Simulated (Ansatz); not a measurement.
## Fermi surface of AlRu (Pm-3m)

```xyz
2
Lattice="2.9765 0.0000 0.0000 0.0000 2.9765 0.0000 0.0000 0.0000 2.9765" Properties=species:S:1:pos:R:3 pbc="T T T"
Al    0.0000    0.0000    0.0000
Ru    1.4883    1.4883    1.4883
```

Computed, not measured; unless marked otherwise by PBEsol, all-electron LAPW in Ansatz 0.2.0, scalar-relativistic. k mesh 14×14×14, fine mesh 20×20×20, Fermi-Dirac smearing of 0.050 eV, basis error target 1 meV/atom. The cell was relaxed by PAW under this functional.

Levels and slopes are solved on a 20×20×20 mesh, and each state is taken as quadratic over its cell.

(1) What is the density of states at the Fermi level, and which bare Sommerfeld coefficient follows?

(2) What Drude plasma energy and σ/τ do the band velocities give?

(3) Which bands cross the Fermi level, and what do they carry?

(4) Map the plane k₃ = 0 of the mesh: how many bands lie under the Fermi level at each point, counted from the least on the plane?

(5) On PAW files the program sums the optical response inside the mesh cells, interband lines and its own Drude term. Where does ε₁ rise through zero (a sharp plasmon if ε₂ is small there), and how much light is reflected?

(6) What does PAW give for the same cell?

Answers

(1) N(E_F) = 0.794 states/eV/atom (both spins), so γ = (π²/3) k_B² N(E_F) = 1.87 mJ/(mol-atom K²) without electron-phonon or spin-fluctuation enhancement.

(2) (ħω_p,α)² = (e²/ε₀VN_k) Σ_nkσ (∂E/∂k_α)² δ(E − E_F) gives ħω_p = (7.96, 7.96, 7.96) eV along x, y, z, and σ/τ = ε₀ω_p² = 12.9×10²⁰ Ω⁻¹m⁻¹s⁻¹ along x. Weighted by the density of states, the mean Fermi speed is 0.568×10⁶ m/s; the surface has an area of 27.9 Å⁻² for each spin direction.

(3) 

```csv
band,filled part,N (states/eV/cell),speed (10⁶ m/s),5th to 95th percentile,area (Å⁻²),filling
1,0.97,0.119,0.689,0.27 to 1.10,2.53,nearly full
2,0.89,0.292,0.763,0.24 to 1.09,6.89,partly filled
3,0.64,1.18,0.507,0.25 to 0.95,18.5,partly filled
```

(4) k₁ runs to the right and k₂ upwards, each from −½ to ½ with 0 in the middle (the axes needn't be at right angles):
```
33333332222222333333
33333332222222333333
33333333222223333333
33333333222223333333
33333333222223333333
33333333222223333333
22233333222223333322
22222222222222222222
22222222200022222222
22222222200022222222
22222222200022222222
22222222222222222222
22233333222223333322
33333333222223333333
33333333222223333333
33333333222223333333
33333333222223333333
33333332222222333333
33333332222222333333
33333332222222333333
```

(5) 

```json
{
  "Fine mesh": "20, 20, 20",
  "Window top": "25 eV",
  "Line width": "0.2 eV",
  "Drude damping": "0.2 eV",
  "ε₁ rises through zero at x": "2.07, 5.16, 22.14 eV",
  "ε₂ there x": "5.02, 3.99, 0.48",
  "Plasma energy (x, y, z)": "7.864, 7.864, 7.864 eV",
  "Reflectivity at 1 eV, x-polarised": "0.9344",
  "Reflectivity at 2 eV, x-polarised": "0.3836",
  "Reflectivity at 3 eV, x-polarised": "0.4142"
}
```

The plasma energy here is the program's own sum at the run's smearing; it differs from the value above by up to 1 %, through mesh and smearing.

(6) N(E_F) = 0.794 states/eV/atom and ħω_p,x = 7.96 eV.

Limits of these numbers: these sums move with the mesh, by several per cent and more for small sheets; frozen-core PAW files fitted under PBE, their cores solved anew for the functional of the run.
